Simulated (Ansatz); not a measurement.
# Pressure against volume in ZrNb₂N₄

The cell was found from a structure generator's guess, not taken from experiment.

Computed with DFT PBE, scalar-relativistic, plane waves, PAW in Ansatz 0.2.0. Plane waves to 420 eV, a 6×10×6 mesh through Γ for the 7-atom cell and 0.10 eV Gaussian smearing; no spin polarisation.

```
Zr Nb N
1.0
     5.26318    0.00000    0.00000
     0.00000    3.13177    0.00000
    -1.67450    0.00000    5.23722
Zr Nb N
1 2 4
Direct
  0.00000 0.50000 0.50000
  0.00000 0.00000 0.00000
  0.50000 0.50000 0.00000
  0.77054 0.50000 0.78154
  0.25197 0.00000 0.75657
  0.74803 0.00000 0.24343
  0.22946 0.50000 0.21846
```

The cell was set to several volumes, with shape and atoms relaxed at each where symmetry leaves them free. Pressure is positive in compression, and energies count from the lowest row. No row has a gap on its mesh.

| row | V (Å³/atom) | P (GPa) | ΔE (meV/atom) |
| --- | --- | --- | --- |
| 1 | 10.852 | 35.93 | 148.7 |
| 2 | 11.222 | ? | ? |
| 3 | 11.592 | 15.18 | 33.3 |
| 4 | 11.962 | 7.01 | 7.9 |
| 5 | 12.332 | 0.01 | 0.0 |
| 6 | 12.702 | -5.98 | 7.1 |
| 7 | 13.072 | -11.09 | 27.0 |
| 8 | 13.565 | -16.71 | 70.2 |

Question: Find B = −V·ΔP/ΔV from rows 4 and 6 and from rows 1 and 3, and from the two its slope B′ and its value B0 at zero pressure.

Answer: Rows 4 and 6 give −(11.962 + 12.702)/2 × (-5.98 − (7.01))/(12.702 − 11.962) = 216.5 GPa at a mean pressure of 0.51 GPa. Rows 1 and 3 give −(10.852 + 11.592)/2 × (15.18 − (35.93))/(11.592 − 10.852) = 314.7 GPa at a mean pressure of 25.55 GPa. So B′ = (314.7 − 216.5)/(25.55 − (0.51)) = 3.92 and B0 = 216.5 − 3.92 × (0.51) = 214.5 GPa. A third-order Birch–Murnaghan fit to all the energies gives B0 = 215.2 GPa and B′ = 4.2.

Question: Estimate the pressure and energy of row 2.

Answer: From row 5, V0 = 12.332 × (1 + (0.01)/214.5) = 12.333 Å³/atom. Murnaghan's form P = (B0/B′)·[(V0/V)^B′ − 1] gives (214.5/3.92) × [(12.333/11.222)^3.92 − 1] = 24.50 GPa; the computed pressure is 24.73 GPa, so the estimate is off by -0.23 GPa. The work of compression from row 3, with the mean of the two pressures, gives ΔE = 33.3 + (24.50 + 15.18)/2 × (11.592 − 11.222)/160.2 × 1000 = 79.1 meV/atom (1 eV/Å³ = 160.2 GPa); the computed value is 79.0 meV/atom.

All volumes keep the k mesh of the relaxed cell. A later test with randomly moved atoms came back to the same energy, though modes that don't fit the test's cell weren't probed.
